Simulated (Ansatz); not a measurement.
Crystals of one structure type (CsCl type) and one family of elements, relaxed and computed with DFT-PBEsol in the program Ansatz with PAW potentials.

```
crystal  V (Å³/atom)  highest Γ mode, no LO–TO term (cm⁻¹)
-------  -----------  ------------------------------------
ScZn           17.99                                     ?
LuZn           20.18                                   143
YZn            21.82                                   148
LaZn           25.10                                   122
LaHg           28.24                                    80
```

**Question.** Fit a straight line to ln ω against ln V and predict the withheld value.

**Answer.** Least squares on the 4 shown rows: ln ω = -1.73 × ln V + (10.258), with a scatter of 10 %. For ScZn this gives 192. The run itself gave 202, within the scatter.

Standing as an ambient phase not checked: ScZn, CsCl type; LuZn, CsCl type; YZn, CsCl type; LaZn, CsCl type; LaHg, CsCl type. All cells were relaxed under the symmetry of their starts (and spin orders); stability against distortions was not tested throughout. Rows with no word on spin ran without spin polarisation. Spin–orbit coupling is left out wherever it is not named.

Potentials: the later of the program's two PAW sets.
